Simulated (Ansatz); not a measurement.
HfTe:
```
HfTe
1.0
    3.49385     0.00000     0.00000
    0.00000     3.49385     0.00000
    0.00000     0.00000     3.49385
Hf Te
1 1
Direct
  0.00000   0.00000   0.00000
  0.50000   0.50000   0.50000
```

Relaxed with PBEsol. Special points in fractions of this cell's reciprocal vectors: Γ (0.000, 0.000, 0.000); X (0.000, 0.500, 0.000); M (0.500, 0.500, 0.000); R (0.500, 0.500, 0.500).

List the band energies nearest the Fermi level at these points for plane-wave PAW PBEsol (Ansatz code).

In eV from the Fermi level; about four levels below and three above (degenerate sets whole), none deeper than 8.9 eV; points with the same levels are listed once.

```csv
k,below,above
Γ,-2.07 -2.07 -1.38 -1.38 -1.38,1.93 2.49 2.49 2.49
X,-8.03 -2.50 -2.50 -1.13,2.74 3.80 4.42
M,-5.49 -5.49 -2.75,0.32 0.65 0.65
R,-6.19 -6.19 -6.19,1.85 1.85 1.85
```

Space group Pm-3m (CsCl type). A made-up cell: these elements were put on the sites of a structure type; neither database checked (COD, Materials Project) lists it. Its standing as an ambient phase is unchecked. Symmetry was held in the PBEsol relaxation; its stability against distortions is not shown here. The run is not spin-polarised. Spin–orbit coupling is left out wherever it is not named.

Potentials: the earlier of the program's two PAW sets. The files were generated under PBE; for other functionals the program regenerates the frozen cores, and for LDA and PBEsol the local potential too.
